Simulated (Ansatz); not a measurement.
**SnTe (rock salt), generalised stacking-fault energy along a line**

Generalised stacking fault of SnTe (rock salt) on the {100} plane. The cell below holds the perfect crystal with the plane normal along z; tilting its third vector by the shift puts one fault into each cell, between planes 3.20 Å apart, at fixed cell height.

```xyz
6
Lattice="4.5320 0.0000 0.0000 0.0000 4.5320 0.0000 2.2660 2.2660 9.6138" Properties=species:S:1:pos:R:3 pbc="T T T"
Te     1.8883     1.8883     8.0115
Te     1.8883     1.8883     1.6023
Te     4.1543     4.1543     4.8069
Sn     4.1543     4.1543     8.0115
Sn     4.1543     4.1543     1.6023
Sn     1.8883     1.8883     4.8069
```

In-plane vectors a = (4.532, 0.000) Å, b = (0.000, 4.532) Å, area 20.54 Å². The shift is s times the vector a + b (length 6.409 Å), so s = 1 restores the start. Atoms relax along the normal only. γ = [E(shift) − E(0)] / area.

Calculation: PBE (plane waves to 420 eV, PAW, scalar-relativistic; Ansatz, a quantum-chemistry and plane-wave program). k mesh 9×9×9 (Γ-centred), Fermi-Dirac smearing 0.05 eV. E is the zero-smearing estimate. Stress and pressure are positive under compression. As the smearing reaches across the gap at some points, the k mesh leaves noise in γ, roughly 0.02 J/m² as judged from a few cases. Faults lie only 9.6 Å apart, and holding the cell height raises γ above its relaxed value. SnTe was relaxed with its symmetry unable to fall. Spin-orbit coupling is left out, though Te is heavy. The zero of γ is zero shift.

| shift (Å) | γ (J/m²) | σ normal to the fault (GPa) |
|---|---|---|
| 0.000 | 0.00 | 0.0 |
| 0.534 | 0.05 | -0.1 |
| 1.068 | 0.17 | 0.0 |
| 1.602 | 0.29 | 0.5 |
| 2.136 | 0.35 | 0.7 |
| 2.671 | 0.37 | 0.9 |
| 3.205 | 0.37 | 1.2 |
| 3.739 | 0.37 | 0.9 |
| 4.273 | 0.35 | 0.7 |
| 4.807 | 0.29 | 0.5 |
| 5.341 | 0.17 | 0.0 |
| 5.875 | 0.05 | -0.1 |

Key numbers:

| Quantity | Result |
|---|---|
| Highest computed γ on the line | 0.37 J/m² |
| Position of the highest point | s = 0.333 and s = 0.417 and s = 0.500 and s = 0.583 and s = 0.667 |
| Steepest slope dγ/d(shift) before the first maximum (spline) | 2.5 GPa |

(The slope of γ gives the shear force per area between the displaced halves; near zero shift its curvature is an elastic stiffness.)
